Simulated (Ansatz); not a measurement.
## Computed map of one atom of the cell: NiSi2 (fluorite type, space group Fm-3m)

Relaxed NiSi2 (fluorite type, space group Fm-3m):

```xyz
3
Lattice="0.0000 2.6935 2.6935 2.6935 0.0000 2.6935 2.6935 2.6935 0.0000" Properties=species:S:1:pos:R:3 pbc="T T T"
Ni     0.0000     0.0000     0.0000
Si     1.3467     1.3467     1.3467
Si     4.0402     4.0402     4.0402
```

In this cell atom 2 (Si, nearest neighbour Ni at 2.333 Å; its periodic images, 3.8 Å or more away, move with it) is moved by u·(1.000, 0.000, 0.000) + v·(0.000, 1.000, 0.000); the rest is frozen.

Method: r2SCAN (plane waves to 500 eV, PAW, scalar-relativistic; Ansatz, a quantum-chemistry and plane-wave program). k mesh 12×12×12 (Γ-centred), Fermi-Dirac smearing 0.05 eV. E stands for the smeared free energy. Stress and pressure are positive under compression. With partly filled bands, energies and forces of such displacements shift with the k mesh and the smearing. On this mesh the relaxed cell isn't quite at rest: it carries a pressure of -0.3 GPa (compression positive) at the zero of the scan. NiSi2 is run without spin polarisation. NiSi2 was relaxed with its symmetry unable to fall. ΔE is measured from the undisplaced structure. Axes are in Å.

ΔE (meV/cell), with u across and v down:

```tsv
v \ u	-0.350	-0.175	0.000	0.175	0.350
-0.350	1154	692	543	692	1154
-0.175	692	268	132	268	692
0.000	543	132	0	132	543
0.175	692	268	132	268	692
0.350	1154	692	543	692	1154
```

P (GPa), with u across and v down:

```
v \ u   -0.350  -0.175  0.000  0.175  0.350
------  ------  ------  -----  -----  -----
-0.350    14.3     8.8    7.0    8.8   14.3
-0.175     8.8     3.4    1.7    3.4    8.8
0.000      7.0     1.7   -0.3    1.7    7.0
0.175      8.8     3.4    1.7    3.4    8.8
0.350     14.3     8.8    7.0    8.8   14.3
```

Read from the data:

| Item | Value |
|---|---|
| Principal force constants in the plane (five-point differences of the forces) | 8.4 eV/Å², isotropic |
| Centre of the map | a minimum |
| Lowest place on the grid | u = 0.000 Å, v = 0.000 Å (0 meV/cell) |
| Highest place on the grid, met at several equal points | u = -0.350 Å, v = -0.350 Å; u = 0.350 Å, v = -0.350 Å; u = -0.350 Å, v = 0.350 Å; u = 0.350 Å, v = 0.350 Å (1154 meV/cell) |

The 25 points together took very roughly 19 core-minutes.

(A displaced cell: forces are minus the slopes of the energy, force constants its curvatures, and phonons follow from these.)
